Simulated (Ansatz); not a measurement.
InMo$_{3}$C:
```
CELL_PARAMETERS angstrom
      4.21428     0.00000     0.00000
      0.00000     4.21428     0.00000
      0.00000     0.00000     4.21428
ATOMIC_POSITIONS crystal
  In 0.00000 0.00000 0.00000
  Mo 0.00000 0.50000 0.50000
  Mo 0.50000 0.00000 0.50000
  Mo 0.50000 0.50000 0.00000
  C  0.50000 0.50000 0.50000
```

Relaxed with PBE. Special points in fractions of this cell's reciprocal vectors: Γ (0.000, 0.000, 0.000); X (0.000, 0.500, 0.000); M (0.500, 0.500, 0.000); R (0.500, 0.500, 0.500).

Question: List the band energies nearest the Fermi level at these points for the program Ansatz at the PBE level (PAW).

Answer: In eV from the Fermi level; about four levels below and three above (degenerate sets whole), none deeper than 8.9 eV; points with the same levels are listed once.

| k | below | above |
|---|---|---|
| Γ | -2.97 -2.97 -2.04 -2.04 -2.04 | 0.38 0.38 0.38 |
| X | -2.90 -2.90 -1.50 -0.73 -0.29 | 0.25 0.25 0.59 |
| M | -1.17 -1.17 -1.15 -1.15 | 0.05 0.44 0.88 |
| R | -1.22 -1.22 -1.22 -1.04 -1.04 -1.04 | 1.01 1.01 2.75 2.75 2.75 |

Space group Pm-3m (anti-perovskite). The start of the workflow was typed in or built on a structure type; neither database checked (COD, Materials Project) lists it. Whether it is the stable phase at ambient conditions was not checked. The cell was relaxed with PBE under the symmetry of its start; whether a distortion lowers the energy is not shown. The run is not spin-polarised. Its formation energy is positive at this level, so the cell may be metastable or incomplete. Spin–orbit coupling is left out wherever it is not named.

Potentials: the later of the program's two PAW sets.
